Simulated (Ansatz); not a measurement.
# NbTe3 single point

The input, for Ansatz 0.2.0 (plane waves, PAW):

```yaml
crystal:
  lattice:
    - [6.641261, 0.0, 0.0]
    - [0.0, 5.319463, 0.0]
    - [0.0, 0.0, 5.769151]
  atoms:
    - { symbol: Te, position: [0.0, 0.25, 0.6631] }
    - { symbol: Te, position: [0.5, 0.25, 0.6631] }
    - { symbol: Te, position: [0.5, 0.75, 0.3369] }
    - { symbol: Te, position: [0.0, 0.75, 0.3369] }
    - { symbol: Te, position: [0.25, 0.75, 0.8277] }
    - { symbol: Te, position: [0.75, 0.25, 0.1723] }
    - { symbol: Nb, position: [0.25, 0.25, 0.1687] }
    - { symbol: Nb, position: [0.75, 0.75, 0.8313] }
  symmetry: { tolerance: 0.0003 }
kpoints:
  mp_grid: { grid: [5, 7, 6], shift: [0, 0, 0] }
  band_path:
    path:
      - [0.0, 0.0, 0.0]
      - [0.0, 0.5, 0.0]
      - [0.5, 0.5, 0.0]
      - [0.5, 0.0, 0.0]
      - [0.0, 0.0, 0.0]
      - [0.0, 0.0, -0.5]
      - [0.0, 0.5, -0.5]
      - [0.5, 0.5, -0.5]
      - [0.5, 0.0, -0.5]
      - [0.0, 0.0, -0.5]
      - [0.0, 0.5, 0.0]
    npoints: 6
magnetization:
  spin_polarized: false
scf:
  occupations: { method: fermi_dirac }
  lower_state_search: "off"
  max_iter: 200
hamiltonian:
  pseudopotentials: { kind: paw }
  xc: r2scan
basis:
  ecutwfc: 500
  fft_grid_basis: typed
output:
  forces: true
  stress: true
  eigenvalues: true
  bader: true
  populations: true
  elf: true
  write_potential: true
  volumetric_format: npy
  dos:
    e_range: [-12, 8]
    de: 0.05
    projected: { site_lists: { Nb: [Nb], Te: [Te] } }
checkpoint:
  read: saved_state
```

The run starts from an earlier solution of this cell. 

Excerpt of what it printed:

```
Pseudopotentials: kind: paw
Pseudopotential: Te, paw, valence charge 16, recommended cutoff 500 eV (meta_gga), Te.paw.azcp
Pseudopotential: Nb, paw, valence charge 13, recommended cutoff 500 eV (meta_gga), Nb.paw.azcp
Functional definition: r2SCAN
  exchange = r2scan_x(k0 = k0, k1 = k1, a1 = a1)
  correlation = r2scan_c
Crystal: 8 atoms, lattice volume = 203.812 Å³
Basis set: ecut = 500 eV, 5159 PW (Γ), exchange–correlation on 200×160×180 points (64 copies of the dense FFT grid, shifted against one another)
Bands: 74, of which v1, the nominal top of the filled ones, is band 61 counted from 1 (60 counted from 0)
Symmetry: 8 space group operations
Space group: Pmmn (ITA 59), of the structure as read, at distance tolerance 1.8e-3 Å
k-points: 48 of 210
Initial density: read from a saved state, or passed on in memory by an earlier SCF of this step, an earlier step, the calling program or the single point that the run made first
Functional: x = r2scan, c = r2scan; τ floored in thin density (d = 2e-4 eV/Å³)
Free energy (F): -51092.2769 eV
Harris-Foulkes:  -51092.2769 eV  (|F-HF|=2.80e-8)
Internal energy: -51092.0767 eV  (E = F + TS)
E sigma→0 (E₀):  -51092.1768 eV
Entropy (-TS):   -0.2002 eV (-25.029 meV/atom)
Fermi energy:    13.2273 eV
--- Per-component energies (eV) ---
  E_band       = -1572.8854
  E_kinetic    = 1856.8973
  E_local      = -7456.3710  (includes V_loc(G=0)·N_el)
  E_nonlocal   = -1620.5997
  E_hartree    = 4636.6403
  E_xc         = -1024.6505
  E_vxc        = -1134.5748  (∫ρ·V_xc dr)
  E_paw        = -34297.6611  (= ΣΔE_a)
  E_vpaw       = -2561.2017  (= ΣTr[D̂ρ^β])
  E_aug_tail   = -0.0002  (compensation charges beyond the density's cutoff)
  E_vtau       = 69.6852  (kinetic-family band-sum trace: ∫τ·v_τ [+ j·A + Jᵃ·Aᵃ] dr)
  E_ewald      = -13187.6561
  E_core_change = 1.3243  (= ΣΔE_core)
  E_smearing   = -0.2002  (= −TS)
--- Forces (eV/Å), atoms counted from 1 ---
  atom   1  Te    -0.3456     0.0000     1.2914
  atom   2  Te     0.3456     0.0000     1.2914
  atom   3  Te    -0.3456     0.0000    -1.2914
  atom   4  Te     0.3456     0.0000    -1.2914
  atom   5  Te     0.0000     0.0000     1.9993
  atom   6  Te     0.0000     0.0000    -1.9993
  atom   7  Nb     0.0000     0.0000     0.0991
  atom   8  Nb     0.0000     0.0000    -0.0991
--- Stress (GPa, compression-positive) ---
       -0.0605       0.0000       0.0000
        0.0000      -2.8850       0.0000
        0.0000       0.0000      -6.0809
  P = ⅓ Tr σ = -3.0088 GPa (-30.088 kbar)
--- Löwdin populations: 8 sites ---
  site symbol       q [e]
     0     Te     15.9293
     1     Te     15.9293
     2     Te     15.9293
     3     Te     15.9293
     4     Te     16.0466
     5     Te     16.0466
     6     Nb     12.7609
     7     Nb     12.7609
  spilling = 0.0055 (of n_electrons = 122.0000)
--- Bader charges: 8 sites ---
  site symbol  charge [e]  shift [e]
     0     Te     -0.3610     0.0000
     1     Te     -0.3610     0.0000
     2     Te     -0.3610     0.0000
     3     Te     -0.3610     0.0000
     4     Te     -0.4229     0.0000
     5     Te     -0.4229     0.0000
     6     Nb      1.1449     0.0000
     7     Nb      1.1449     0.0000
```

Total energies depend on the potentials used, so only differences within one code and one set of settings carry meaning.

Origin: a known structure type with other elements, at an estimated volume, so it need not be a known compound. Caveats: atoms or cell far from equilibrium.
